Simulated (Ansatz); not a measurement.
## Does relaxation matter for the field gradients of CdSe with Cs replacing Cd?

Start: a supercell of CdSe (wurtzite type, P6_3mc) built from a COD entry (the entry's cell lengths or inner coordinates differ somewhat from later room-temperature determinations), with all atoms left at the host's positions.

Space group P3m1 (No. 156); a = 8.6000, c = 14.0400 Å, γ = 120.00°.

```csv
site,Wyckoff,site symmetry,x,y,z
Cs,1a,3m.,0.0000,0.0000,0.0000
Cd2,1a,3m.,0.0000,0.0000,0.5000
Cd3,3d,.m.,0.0000,0.5000,0.0000
Cd4,3d,.m.,0.0000,0.5000,0.5000
Cd9,3d,.m.,0.1667,0.8333,0.2500
Cd10,3d,.m.,0.1667,0.8333,0.7500
Cd15,1c,3m.,0.6667,0.3333,0.2500
Cd16,1c,3m.,0.6667,0.3333,0.7500
Se17,1a,3m.,0.0000,0.0000,0.1925
Se18,1a,3m.,0.0000,0.0000,0.6925
Se19,3d,.m.,0.0000,0.5000,0.1925
Se20,3d,.m.,0.0000,0.5000,0.6925
Se25,3d,.m.,0.1667,0.8333,0.4425
Se26,3d,.m.,0.1667,0.8333,0.9425
Se31,1c,3m.,0.6667,0.3333,0.4425
Se32,1c,3m.,0.6667,0.3333,0.9425
```

One atom of each set is listed.

Method: Kohn–Sham DFT in Ansatz, PBE, plane waves and PAW, scalar-relativistic, 420 eV cutoff, Γ-centred 3×3×2 k-points, Fermi–Dirac smearing 0.01 eV, cell charge -1.

The largest force at the start is 4.3 eV/Å. Relaxing the ions at fixed cell moves them by 1.273 Å at most (atom 17, Se) and 0.360 Å rms.

| site | moved (Å) | first shell before | first shell after | V_zz before (10²¹ V/m²) | η before |
| --- | --- | --- | --- | --- | --- |
| Cs | 0.875 | 4 Se at 2.61–2.70 Å | 4 Se at 3.10–3.15 Å | -1.53 | 0.00 |
| Cd2 | 0.270 | 4 Se at 2.61–2.70 Å | 5 Se at 2.67–2.78 Å | 2.76 | 0.00 |
| Cd3 | 0.293 | 4 Se at 2.61–2.70 Å | 4 Se at 2.57–2.74 Å | 4.75 | 0.14 |
| Cd4 | 0.172 | 4 Se at 2.61–2.70 Å | 4 Se at 2.59–2.62 Å | 2.48 | 0.05 |
| Cd9 | 0.269 | 4 Se at 2.61–2.70 Å | 4 Se at 2.63–2.66 Å | 3.58 | 0.52 |
| Cd10 | 0.194 | 4 Se at 2.61–2.70 Å | 4 Se at 2.59–2.63 Å | 1.58 | 0.36 |
| Cd15 | 0.292 | 4 Se at 2.61–2.70 Å | 4 Se at 2.65–2.69 Å | 3.40 | 0.00 |
| Cd16 | 0.330 | 4 Se at 2.61–2.70 Å | 4 Se at 2.60–2.64 Å | 2.67 | 0.00 |
| Se17 | 1.273 | 3 Cd at 2.61 Å, 1 Cs at 2.70 Å | 4 Cd at 2.66–2.78 Å, 1 Cs at 3.10 Å | -19.85 | 0.00 |
| Se19 | 0.206 | 4 Cd at 2.61–2.70 Å | 4 Cd at 2.65–2.74 Å | -2.67 | 0.38 |
| Se20 | 0.119 | 4 Cd at 2.61–2.70 Å | 4 Cd at 2.59–2.64 Å | -1.60 | 0.43 |
| Se25 | 0.211 | 4 Cd at 2.61–2.70 Å | 4 Cd at 2.60–2.67 Å | -2.99 | 0.13 |
| Se26 | 0.309 | 3 Cd at 2.61–2.70 Å, 1 Cs at 2.61 Å | 3 Cd at 2.57–2.59 Å; also 1 Cs at 3.15 Å | -19.17 | 0.02 |
| Se31 | 0.301 | 4 Cd at 2.61–2.70 Å | 4 Cd at 2.62–2.69 Å | -2.03 | 0.00 |
| Se32 | 0.223 | 4 Cd at 2.61–2.70 Å | 4 Cd at 2.60–2.68 Å | 0.50 | 0.00 |

**Question.** What are V_zz and η after the relaxation?

**Answer.** 

```csv
site,V_zz after,η after,change of V_zz
Cs,-15.96,0.00,-14.43
Cd2,-3.06,0.00,-5.82
Cd3,9.26,0.62,+4.51
Cd4,2.28,0.51,–
Cd9,-5.45,0.40,-9.03
Cd10,2.42,0.68,+0.84
Cd15,4.50,0.00,+1.10
Cd16,-5.35,0.00,-8.02
Se17,-17.25,0.00,+2.60
Se19,2.94,0.46,–
Se20,1.94,0.87,–
Se25,-8.00,0.28,–
Se26,-19.12,0.08,+0.05
Se31,3.30,0.00,+5.33
Se32,1.93,0.00,+1.43
```

The largest change of V_zz along a kept axis is on Cs, from -1.53 to -15.96. Small gradients that grow severalfold: Se32 (0.50 to 1.93). In per cent, |V_zz| changes by +32 to +95 on Cd, -13 to 0 on Se (all sites that start above 2, bar those whose gradient vanishes or changes sign or whose main axis turns by over 40°). Where |V_zz| stays above 0.1 and the axes keep their order, η moves most on Cd10, from 0.36 to 0.68. On Cd3 V_xx and V_yy change places (or their axes turn by over 50°), so the two values of η hide a larger change. V_zz changes sign on Cd9 (axis turned by 35°), Cd2 (same axis), Cd16 (same axis), Se31 (same axis). On Se25, Se19, Cd4, Se20 the largest principal value lies along another axis in the second run, so the two V_zz can't be compared directly. The table leaves out 1 of the 16 sites, with |V_zz| up to 3.01; their tensors move by 2.05 at most along any direction. The statements above cover all sites. The electronic state changes along with the positions (a gap opens), so the changes aren't those of geometry alone. The host's own positions weren't relaxed first, so part of the change far from the defect can be the host's relaxation.

The defect repeats with the cell of 32 atoms, so it feels its images: sites between two images don't show the values beside a lone defect, and zeros or small values of η there can come from the images' arrangement. Cd and Se carry a gradient in the pure host already, so the values there aren't the defect's effect alone. A uniform background compensates the cell's charge. Without spin–orbit coupling (the program notes it for Cd and Cs) the gradients can shift somewhat, as the gap is small.
Before: The run isn't spin-polarised, and a state with spin may lie lower. The defect cell has no gap above 0.1 eV on its mesh, so the values can hang on the smearing and the k-mesh. The cell keeps the host's lattice, where the PBE pressure is 6 GPa (in a charged cell this depends on the convention for the mean potential). The neighbours have not yet relaxed around the defect (largest force 4.3 eV/Å), so the values at and beside it are those of a strained start, not of the defect in a real crystal.
After: The relaxation keeps the site symmetry 3m of the start, so the impurity can move only along its axis; a start off the site could end lower.
